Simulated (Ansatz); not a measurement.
## From the elastic tensor of Ti2AlC to moduli and sound speeds

All numbers below come from DFT PBEsol, scalar-relativistic, plane waves, PAW in Ansatz. Plane waves to 420 eV; Γ-centred k mesh 12×12×4; Fermi-Dirac smearing of 0.15 eV. No spin polarisation.

It takes space group P6_3/mmc (No. 194, hexagonal). Conventional cell: a = 3.036 Å, b = 3.036 Å, c = 13.649 Å, α = 90.00°, β = 90.00°, γ = 120.00°. Ti (site symmetry 3m) is surrounded by 3 C at 2.09 Å. Al (site symmetry -6m2) is surrounded by 6 Ti at 2.87 Å and 6 Al at 3.04 Å. Around C (site symmetry -3m) lie 6 Ti at 2.09 Å.

In a metal, frequencies and elastic constants depend on the k mesh and the smearing, soft modes and shear constants most.

Relaxed-ion constants (GPa, on the Cartesian axes of the calculation):
C11 = 312.3, C12 = 66.5, C13 = 67.2, C22 = 312.3, C23 = 67.2, C33 = 278.8, C44 = 114.8, C55 = 114.8, C66 = 122.9 GPa; the others vanish.

Density 4.106 g/cm³; 8 atoms in 108.96 Å³.

The values that follow are for a polycrystal of randomly turned grains, by Hill's mean where one number stands.

With S = C⁻¹: B_V = (C11+C22+C33+2(C12+C13+C23))/9, G_V = (C11+C22+C33−C12−C13−C23+3(C44+C55+C66))/15, 1/B_R = S11+S22+S33+2(S12+S13+S23), 15/G_R = 4(S11+S22+S33−S12−S13−S23)+3(S44+S55+S66); Hill is their mean. Then v_l = √((B+4G/3)/ρ), v_t = √(G/ρ), v_m = [(2/v_t³+1/v_l³)/3]^(−1/3) and Θ = (ħ/k_B)·v_m·(6π²n/V)^(1/3) for n atoms in the volume V; E = 9BG/(3B+G), ν = (3B−2G)/(2(3B+G)) and A^U = 5G_V/G_R + B_V/B_R − 6.

```json
{"Bulk modulus, Voigt / Reuss / Hill": "145.0 / 144.7 / 144.8 GPa", "Shear modulus, Voigt / Reuss / Hill": "117.3 / 117.1 / 117.2 GPa", "Young's modulus": "277 GPa", "Poisson ratio": "0.181", "Pugh ratio B/G": "1.24 (under 1.75, the rule of thumb for brittle)", "Universal anisotropy index": "0.01", "Longitudinal and transverse sound speeds": "8563 and 5342 m/s", "Debye temperature from the mean sound speed": "734 K"}
```

Whether Ti2AlC exists in this form wasn't checked.